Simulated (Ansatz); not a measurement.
Given:

Sn3Te2Se:
```
CELL_PARAMETERS angstrom
      4.33526     0.00000     0.00000
     -2.16763     3.75445     0.00000
      0.00000     0.00000    10.55748
ATOMIC_POSITIONS crystal
  Sn 0.00000 0.00000 0.50000
  Sn 0.33333 0.66667 0.15139
  Sn 0.66667 0.33333 0.84861
  Te 0.33333 0.66667 0.67449
  Te 0.66667 0.33333 0.32551
  Se 0.00000 0.00000 0.00000
```

This is the LDA-relaxed structure.

Question: All from LDA in the plane-wave PAW code Ansatz, unless another level is named. Estimate the electronic character.

Answer: no gap, with almost no states at the Fermi level (zero-gap or semimetallic).

Question: Next, the formation energy from the elements (no fitted shifts)?

Answer: -0.32 eV/atom.

Space group P-3m1. The workflow started from a Materials Project entry (that database holds measured and hypothetical structures alike); the Crystallography Open Database copy checked does not list it. Whether it is the stable phase at ambient conditions was not checked. The LDA relaxation kept the symmetry of its start; of distortions, only those at the zone centre were tested. The references are the lowest solids computed at this level, not always the standard phases. Scalar-relativistic: spin–orbit coupling is off unless named, which matters more the heavier the elements.

Potentials: the later of the program's two PAW sets.
